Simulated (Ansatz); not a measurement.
Total density of states per atom from DFT-LDA in the program Ansatz with PAW potentials, in 0.25 eV bins, energy from the valence-band maximum:

```
E (eV) | states/eV/atom
    -7.85 | ############################## 8.73
    -7.60 | ######################### 7.29
    -7.35 | ###### 1.82
    -7.10 | ### 0.82
    -6.85 |  0.00
    -6.60 |  0.00
    -6.35 |  0.00
    -6.10 |  0.00
    -5.85 |  0.00
    -5.60 |  0.00
    -5.35 |  0.00
    -5.10 |  0.00
    -4.85 |  0.00
    -4.60 | # 0.17
    -4.35 | #### 1.19
    -4.10 | ### 0.93
    -3.85 | ## 0.49
    -3.60 | # 0.32
    -3.35 | # 0.22
    -3.10 | # 0.17
    -2.85 | # 0.31
    -2.60 | ### 0.78
    -2.35 | ## 0.54
    -2.10 | ### 0.97
    -1.85 | ### 0.81
    -1.60 | ### 1.02
    -1.35 | #### 1.09
    -1.10 | #### 1.17
    -0.85 | ### 0.87
    -0.60 | ## 0.52
    -0.35 | # 0.32
    -0.10 |  0.11
     0.15 |  0.00
     0.40 |  0.00
     0.65 |  0.00
     0.90 |  0.00
     1.15 |  0.01
     1.40 |  0.02
     1.65 |  0.03
     1.90 |  0.04
     2.15 |  0.08
     2.40 | # 0.16
     2.65 | # 0.37
     2.90 | ## 0.49
     3.15 | ## 0.49
     3.40 | ## 0.63
     3.65 | ## 0.70
     3.90 | ## 0.51
     4.15 | # 0.32
     4.40 | ## 0.57
     4.65 | ## 0.72
     4.90 | ## 0.65
     5.15 | # 0.35
```

Task: Which compound is it?
A) CdSe, P6_3mc (Cd on 2a, Cd on 2b, Se on 2a, Se on 2b)
B) H4NF, P6_3mc (H on 6c, H on 2b, N on 2b, F on 2b)
C) Zn2SeS, R3m (Zn on 3a, Zn on 3a, Se on 3a, S on 3a)
D) CaSe, rock salt

Result: A, CdSe, P6_3mc (Cd on 2a, Cd on 2b, Se on 2a, Se on 2b). Top 1 eV of the valence band: Se 4p 90 %, Cd 4d 6 %. Bottom 1 eV of the conduction band: Cd 5s 53 %, Se 4p 28 %, Se 4s 17 %. Projections are on Löwdin-orthogonalised atomic valence shells; empty p or d shells of many metals are not among them.

A made-up cell: these elements were put on the sites of a structure type. Its sites differ from those of the usual phase in this space group: another stacking or structure type. Symmetry was held in the LDA relaxation; phonons on a q-mesh show no instability. Scalar-relativistic: spin–orbit coupling is off unless named, which matters more the heavier the elements.

Potentials: the later of the program's two PAW sets.
